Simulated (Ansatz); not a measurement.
Input file for Ansatz (an electronic-structure program):

Ansatz 0.2 input:
```yaml
crystal:
  lattice:
    - [1.7770028942, 1.0259530993, 8.4859267126]
    - [-1.7770028942, 1.0259530993, 8.4859267126]
    - [0.0, -2.0519061986, 8.4859267126]
  atoms:
    - { symbol: Y, position: [0.0, 0.0, 0.0] }
    - { symbol: Y, position: [0.2219400994, 0.2219400994, 0.2219400994] }
    - { symbol: Y, position: [0.7780599006, 0.7780599006, 0.7780599006] }
kpoints:
  mp_grid: { grid: [13, 13, 13] }
hamiltonian:
  xc: pbesol
  pseudopotentials: { kind: paw }
scf:
  occupations: { method: fermi_dirac, width: 0.1 }
phonons:
  method: dfpt
  response_accuracy: low
  eigenvectors: true
  rigid_motions: translations
```

Output (shortened):

```
Pseudopotential: Y, paw, valence charge 11
Functional definition: PBEsol
Crystal: 3 atoms, lattice volume = 92.825 Å³
Basis set: ecut = 420 eV, 1787 PW (Γ), exchange–correlation on 120×120×120 points (8 copies of the dense FFT grid, shifted against one another)
Bands: 21, of which v1, the nominal top of the filled ones, is band 17 counted from 1 (16 counted from 0)
Symmetry: 12 space group operations
k-points: 595 of 2197 (irreducible under 2 space group operations, time reversal used)
SCF iter   1: F=—  HF=-11385.298863 eV  |F-HF|=—  |Δ(HF+E_count)|=         —  Δρ=2.26e-3  dr2=3.03e-3  ethr=1.77e-3  ⟨swp⟩=4.8  Hψ=110838  notcnv=0
automatic band count: the SCF goes on with 25 bands, as 21 were too few: they end inside the smearing window of the response
preconditioner: auto → Kerker (q_TF=auto, 2.296 Å⁻¹)
SCF iter   2: F=—  HF=-11385.297261 eV  |F-HF|=—  |Δ(HF+E_count)|=   1.60e-3  Δρ=1.18e-3  dr2=8.02e-4  ethr=9.20e-6  ⟨swp⟩=2.0  Hψ=25108  notcnv=0
SCF iter   3: F=—  HF=-11385.297315 eV  |F-HF|=—  |Δ(HF+E_count)|=   5.32e-5  Δρ=2.34e-4  dr2=6.96e-5  ethr=2.43e-6  ⟨swp⟩=1.0  Hψ=14973  notcnv=0
SCF iter   4: F=—  HF=-11385.297309 eV  |F-HF|=—  |Δ(HF+E_count)|=   5.99e-6  Δρ=6.57e-5  dr2=3.89e-6  ethr=2.11e-7  ⟨swp⟩=1.4  Hψ=15914  notcnv=0
SCF iter   5: F=—  HF=-11385.297306 eV  |F-HF|=—  |Δ(HF+E_count)|=   2.94e-6  Δρ=1.30e-5  dr2=6.05e-7  ethr=1.18e-8  ⟨swp⟩=2.4  Hψ=25061  notcnv=0
SCF iter   6: F=—  HF=-11385.297337 eV  |F-HF|=—  |Δ(HF+E_count)|=   3.15e-5  Δρ=5.91e-6  dr2=3.45e-8  ethr=1.83e-9  ⟨swp⟩=1.0  Hψ=14875  notcnv=0
SCF iter   7: F=—  HF=-11385.297337 eV  |F-HF|=—  |Δ(HF+E_count)|=   1.36e-9  Δρ=1.45e-6  dr2=1.82e-9  ethr=1.05e-10  ⟨swp⟩=2.3  Hψ=21694  notcnv=0
SCF iter   8: F=—  HF=-11385.297337 eV  |F-HF|=—  |Δ(HF+E_count)|=  3.95e-10  Δρ=2.34e-7  dr2=3.68e-11  ethr=5.52e-12  ⟨swp⟩=3.0  Hψ=25858  notcnv=0
SCF iter   9: F=-11385.297337 eV  HF=-11385.297337 eV  |F-HF|=3.64e-12  |Δ(HF+E_count)|=  3.64e-12  Δρ=4.49e-8  dr2=2.29e-12  ethr=1.00e-12  ⟨swp⟩=5.0  Hψ=51751  notcnv=0
SCF 1 converged in 9 iterations: F = -11385.297337 eV  dr2 = 2.29e-12
DFPT response loops at Γ: preconditioner auto → Kerker (q_TF=auto, 2.296 Å⁻¹) (partly filled bands, converged f_vac=0.000) …
SCF converged after 9 iterations
Free energy (F): -11385.297337 eV
Harris-Foulkes:  -11385.297337 eV  (|F-HF|=3.64e-12)
Internal energy: -11385.145702 eV  (E = F + TS)
E sigma→0 (E₀):  -11385.221520 eV
Entropy (-TS):   -0.151635 eV (-50.545 meV/atom)
Fermi energy:    9.928920 eV
--- Per-component energies (eV) ---
  E_band       = -341.251187
  E_kinetic    = 916.091266
  E_local      = -1781.193530  (includes V_loc(G=0)·N_el)
  E_nonlocal   = 155.834896
  E_hartree    = 563.203615
  E_xc         = -514.857205
  E_vxc        = -594.151103  (∫ρ·V_xc dr)
  E_paw        = -8320.528061  (= ΣΔE_a)
  E_vpaw       = -164.239903  (= ΣTr[D̂ρ^β])
  E_aug_tail   = 0.000007  (compensation charges beyond the density's cutoff)
  E_ewald      = -2404.143009
  E_core_change = 0.446318  (= ΣΔE_core)
  E_smearing   = -0.151635  (= −TS)
  E_closure    = 0.000000  (closes the sum)
  Σ components = -11385.297337   (vs F -11385.297337, Δ=0.00e0)
  [band-id]    e_kinetic+e_local+e_nonlocal+2·e_hartree+e_vxc+e_vpaw+e_augmentation_tail = -341.251136   (vs E_band -341.251187, Δ=5.05e-5)
--- Band table (eV; the first three rows and the last of 595) ---
  k-point 0: bands = ["-32.4942", "-32.4299", "-32.4203", "-12.7159", "-12.7084", "-12.2699", "-12.2699", "-12.2594", "-12.2594", "-12.1872", "-12.1872", "-12.1666", "5.1568", "7.3680", "7.3801", "10.5433", "10.6175", "11.5689", "11.5689", "11.7935", …
  k-point 1: bands = ["-32.4902", "-32.4281", "-32.4177", "-12.7231", "-12.6921", "-12.2973", "-12.2785", "-12.2782", "-12.2667", "-12.2174", "-12.1910", "-12.1723", "5.2944", "7.4277", "7.5623", "10.4144", "10.5089", "11.4144", "11.5250", "11.6722", …
  k-point 2: bands = ["-32.4789", "-32.4228", "-32.4109", "-12.7218", "-12.6745", "-12.3697", "-12.3284", "-12.3005", "-12.2986", "-12.2872", "-12.2022", "-12.1882", "5.6890", "7.6770", "7.9674", "10.1231", "10.2428", "11.0050", "11.1747", "11.8677", …
  k-point 594: bands = ["-32.4716", "-32.4644", "-32.4000", "-12.8695", "-12.3796", "-12.3639", "-12.3169", "-12.2987", "-12.2317", "-12.2276", "-12.2201", "-12.2096", "5.9661", "6.0349", "8.0767", "10.7309", "11.1129", "11.2558", "11.3966", "11.6797", …
--- Phonons (Γ-DFPT): 4 representative perturbations + reference, on 595 of 2197 k-points (Σ response iterations 12) ---
  ASR residual: 4.875e-4 → 0.000e0 eV/Å²; symmetrization residual: 2.293e-5 eV/Å²
  ASR residual per site (eV/Å²): 4.87e-4 4.38e-4 4.38e-4
  Γ frequencies (cm⁻¹): 0.00 0.00 0.00 68.81 68.81 76.12 76.12 128.24 134.63
  non-analytic LO–TO correction: not included (Born effective charges unavailable; polar crystals: no LO–TO splitting at Γ)
```

Cost: roughly 24 core-minutes on shared cores.

Space group R-3m (9R (Sm type)). The first step of the workflow began from a Materials Project structure, measured or hypothetical; the Crystallography Open Database copy checked does not list it. It is not the phase usual at ambient conditions (space group No. 194). Symmetry was held in the PBEsol relaxation; of distortions, only those at the zone centre were tested. No spin polarisation was allowed. As this level gives no gap, phonon frequencies hold no LO–TO term and depend on the k-mesh and smearing (Fermi–Dirac, 0.1 eV here). Scalar-relativistic: spin–orbit coupling is off unless named, which matters more the heavier the elements.

Potentials: the later of the program's two PAW sets.

Ansatz is a plane-wave DFT program.
